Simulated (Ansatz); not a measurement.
## Na₅TlW₂Cl₂O₈ — 23Na NMR of the central transition

Cell: a diffraction structure from the COD, relaxed with PBE at fixed cell and then changed (atom 6 (Na) replaced by Tl, ions relaxed).

Space group C2/m (No. 12); a = 10.6322, b = 10.6322, c = 5.3600 Å.

| site | Wyckoff | site symmetry | x | y | z |
| --- | --- | --- | --- | --- | --- |
| Na1 | 4i | m | 0.2424 | 0.5000 | 0.3519 |
| Na3 | 4e | -1 | 0.2500 | 0.7500 | 0.0000 |
| Na4 | 2b | 2/m | 0.0000 | 0.5000 | 0.0000 |
| Tl | 2a | 2/m | 0.0000 | 0.0000 | 0.0000 |
| W | 4h | 2 | 0.0000 | 0.2577 | 0.5000 |
| Cl | 4i | m | 0.2321 | 0.5000 | 0.8301 |
| O11 | 8j | 1 | 0.3898 | 0.6635 | 0.3288 |
| O12 | 8j | 1 | 0.0855 | 0.6501 | 0.2784 |

One atom of each set is listed; the run and its k-mesh use a cell of 18 atoms with edges of 7.52, 7.52, 5.36 Å.

All values are calculated (Ansatz; DFT, PBE, plane waves and PAW, scalar-relativistic, 420 eV cutoff, Γ-centred 3×3×4 k-points, Fermi–Dirac smearing 0.02 eV), not measured.

23Na has I = 3/2 and Q = 104.0 mb (Pyykkö 2018); at 21.1 T its Larmor frequency is ν₀ = 237.8 MHz. Only the quadrupole interaction is simulated: positions count from each site's isotropic chemical shift, and J coupling is left out, as are shift anisotropy and dipolar coupling, which fast spinning averages.

(1) Give C_Q, η, the quadrupolar product P_Q = |C_Q|(1 + η²/3)^½, the second-order isotropic shift and the breadth of the pattern (fast magic-angle spinning) for each Na site.

Results:

(1) 

```tsv
site	first shell	C_Q (MHz)	η	P_Q (MHz)	δ_QIS (ppm)	breadth (kHz)
Na1	4 O at 2.34 Å, 2 Cl at 2.57–2.80 Å	1.63	0.16	1.64	-1.19	0.633
Na3	4 O at 2.48–2.53 Å, 2 Cl at 2.82 Å	1.52	0.79	1.67	-1.23	0.665
Na4	4 O at 2.37 Å, 2 Cl at 2.63 Å	1.18	0.95	1.34	-0.799	0.420
```

δ_QIS = −(ν_Q²/30ν₀²)[I(I+1) − 3/4](1 + η²/3) × 10⁶ ppm with ν_Q = 3|C_Q|/[2I(2I−1)]; it falls as 1/B₀² in ppm, and the breadth as 1/B₀ in kHz.

At this cell the principal stresses reach 5 GPa in size with PBE, which can matter for small gradients.
